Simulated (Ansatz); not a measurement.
# ScPt: computed property card

ScPt:
```xyz
2
Lattice="3.2856 0.0000 0.0000 0.0000 3.2856 0.0000 0.0000 0.0000 3.2856" Properties=species:S:1:pos:R:3 pbc="T T T"
Pt     0.0000     0.0000     0.0000
Sc     1.6428     1.6428     1.6428
```

Space group Pm-3m (No. 221), CsCl type; conventional cell a = 3.286 Å, b = 3.286 Å, c = 3.286 Å, α = 90.00°, β = 90.00°, γ = 90.00°.

Method: plane-wave PAW r²SCAN (Ansatz code). Geometry: relaxed at this level of theory. Other levels are named where they apply.

Cell and energy:

```yaml
volume_per_atom: 17.73 Å³
density: 11.24 g/cm³
Formation energy from the elements (no fitted shifts): -1.32 eV/atom
```

Electronic structure:

```yaml
electronic_character: metallic (no gap)
Density of states at the Fermi level: 0.57 states/eV per atom (mean over ±0.08 eV)
Gap with spin–orbit coupling: none (metallic)
```

Mechanics:

```yaml
Bulk modulus (Birch–Murnaghan fit): 150 GPa
Pressure derivative B′: 4.4
```

Charges:

```yaml
bader_charges: Pt -1.68, Sc +1.68 e
```

The workflow started from an entry of the Crystallography Open Database (COD). Its standing as an ambient phase is unchecked. The r²SCAN relaxation kept the symmetry of its start; whether a distortion lowers the energy is not shown. The run is not spin-polarised. The references are the lowest solids computed at this level, not always the standard phases. Spin–orbit coupling is left out wherever it is not named.

Potentials: the later of the program's two PAW sets.
